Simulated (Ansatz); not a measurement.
**Trial structures of TiSnTe₃: starts and ends**

These are results of DFT PBE, scalar-relativistic, plane waves, PAW (Ansatz), not measurements. All cells share a 420 eV cutoff and Γ-centred k meshes spaced at most about 0.3 Å⁻¹ (about 0.25 or finer for metals, 2π included). Collinear spin in cells that started with moments and kept them past the coarse steps, no spin elsewhere.

Each guess was relaxed in cell and atoms at zero pressure, within the symmetry of its start. All energies are static (0 K, no zero-point motion). Coordination counts Te atoms around Sn and Ti (those within 1.25 times the shortest such distance or 1.15 times the sum of covalent radii; a plus sign parts nearer from farther groups; the shortest distance is added where it is long for a bond).

```tsv
guess	made from	start group	V start (Å³/atom)	end group	V end (Å³/atom)	coordination at the end	gap on mesh (eV)	largest moment (μB)	E over the lowest end (meV/atom)
1	random cell	P6/mmm	35.9	P6/mmm	36.2	Ti 6, Sn 12 from 4.1 Å	0	0.1	371
2	random cell	P4/mmm	30.8	?	?	?	?	?	?
3	EuBPd3 type	Pm-3m	28.8	Pm-3m (cubic perovskite)	36.1	Ti 12 from 4.0 Å, Sn 6	0	2.1	759
4	Pr3InN type	Pm-3m	30.6	Pm-3m (cubic perovskite)	31.1	Ti 6, Sn 12 from 3.8 Å	0	-	0
5	random cell	P4mm	34.8	P4mm	41.2	Ti 4, Sn 1+4	0	1.3	202
```

Guess 2 as it starts:

```cif
data_structure
_symmetry_space_group_name_H-M 'P4/mmm'
_symmetry_Int_Tables_number 123
_cell_length_a 4.1567
_cell_length_b 4.1567
_cell_length_c 8.9201
_cell_angle_alpha 90.000
_cell_angle_beta 90.000
_cell_angle_gamma 90.000
_cell_volume 154.12
loop_
_atom_site_label
_atom_site_type_symbol
_atom_site_symmetry_multiplicity
_atom_site_Wyckoff_symbol
_atom_site_fract_x
_atom_site_fract_y
_atom_site_fract_z
_atom_site_occupancy
Ti1 Ti 1 a 0.00000 0.00000 0.00000 1
Sn1 Sn 1 b 0.00000 0.00000 0.50000 1
Te1 Te 2 g 0.00000 0.00000 0.76101 1
Te2 Te 1 d 0.50000 0.50000 0.50000 1
```

Task: Predict the end of this guess and its energy over the lowest end.

Result: It ends in space group P4/mmm (No. 123), with a = 4.211 Å, c = 11.455 Å, 40.6 Å³/atom and no gap, with moments up to 1.0 μB. It lies 0.46 eV/atom over the lowest end, above guess 1 and below guess 3. Counting Te atoms around Sn and Ti, this end has Ti 2, Sn 6 and the lowest (guess 4) has Ti 6, Sn 12 from 3.8 Å.

```
CELL_PARAMETERS angstrom
4.21076 0.00000 0.00000
0.00000 4.21076 0.00000
0.00000 0.00000 11.45483
ATOMIC_POSITIONS crystal
Ti 0.00000 0.00000 0.00000
Sn 0.00000 0.00000 0.50000
Te 0.00000 0.00000 0.77890
Te 0.00000 0.00000 0.22110
Te 0.50000 0.50000 0.50000
```

Formation energies are uncorrected and refer to the elements' standard structures at the same level. The references include grey tin.

Task: Is the lowest end bound against the elements?

Result: Yes: its formation energy is −0.08 eV/atom. A negative formation energy is needed for stability but isn't enough: competing phases decide.

Weakly bound directions are ill-defined at this level, which has no dispersion term (P4mm), and this can change margins and order among such cells. These runs have no spin–orbit coupling, which can matter for Te. The reference form of Te is held partly by dispersion forces, which this level lacks. The magnetic state reached may not be the lowest. Cells relaxed within their symmetry can be saddle points. A lower structure may well exist outside this small set. Some structure types and database cells were kept out of the candidates from the start, so a known form may be missing.
